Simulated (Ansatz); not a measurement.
## Computed properties of Nb3Br8

Nb$_{3}$Br$_{8}$:
```
CELL_PARAMETERS angstrom
      3.47682     2.00735    12.63037
     -3.47682     2.00735    12.63037
      0.00000    -4.01469    12.63037
ATOMIC_POSITIONS crystal
  Nb 0.14360 0.55176 0.55176
  Nb 0.85640 0.44824 0.44824
  Nb 0.55176 0.14360 0.55176
  Nb 0.44824 0.85640 0.44824
  Nb 0.55176 0.55176 0.14360
  Nb 0.44824 0.44824 0.85640
  Br 0.36457 0.36457 0.36457
  Br 0.63543 0.63543 0.63543
  Br 0.21457 0.21457 0.21457
  Br 0.78543 0.78543 0.78543
  Br 0.37073 0.88186 0.88186
  Br 0.62927 0.11814 0.11814
  Br 0.88186 0.37073 0.88186
  Br 0.11814 0.62927 0.11814
  Br 0.88186 0.88186 0.37073
  Br 0.11814 0.11814 0.62927
  Br 0.70559 0.70559 0.20496
  Br 0.29441 0.29441 0.79504
  Br 0.20496 0.70559 0.70559
  Br 0.79504 0.29441 0.29441
  Br 0.70559 0.20496 0.70559
  Br 0.29441 0.79504 0.29441
```

Space group R-3m (No. 166); conventional cell a = b = 6.9536 Å, c = 37.8911 Å, α = β = 90.00°, γ = 120.00°.

Method: the program Ansatz at the LDA level (PAW). Structure relaxed to zero pressure with the same functional. Other levels are named where they apply.

Cell and energy:

```
Property                                                            Result
-----------------------------------------------------  -------------------
Volume per atom                                                   24.04 Å³
Density                                                         5.76 g/cm³
Formation energy from the elements (no fitted shifts)  -96 kJ/mol of atoms
```

Electronic structure:

```
Property                           Result
-----------------------  ----------------
Band gap                 0.06 eV (direct)
Valence-band maximum                 at T
Conduction-band minimum              at T
```

Phonons:

```
Quantity                                                            Result
--------------------------------------------------  ----------------------
Highest zone-centre frequency (without LO–TO term)                318 cm⁻¹
Zone-centre stability                               no imaginary mode at Γ
```

The first step of the workflow began from a Materials Project structure, measured or hypothetical; the Crystallography Open Database files this formula in space group No. 166, but the cells were not matched. Whether it is the stable phase at ambient conditions was not checked. The LDA relaxation kept the symmetry of its start. The run is not spin-polarised. A crystal of weakly bound layers computed without a dispersion correction: the cell and the soft elastic constants depend strongly on that. The references are the lowest solids computed at this level, not always the standard phases. Scalar-relativistic: spin–orbit coupling is off unless named, which matters more the heavier the elements.

Potentials: the earlier of the program's two PAW sets. The files were generated under PBE; for other functionals the program regenerates the frozen cores, and for LDA and PBEsol the local potential too.
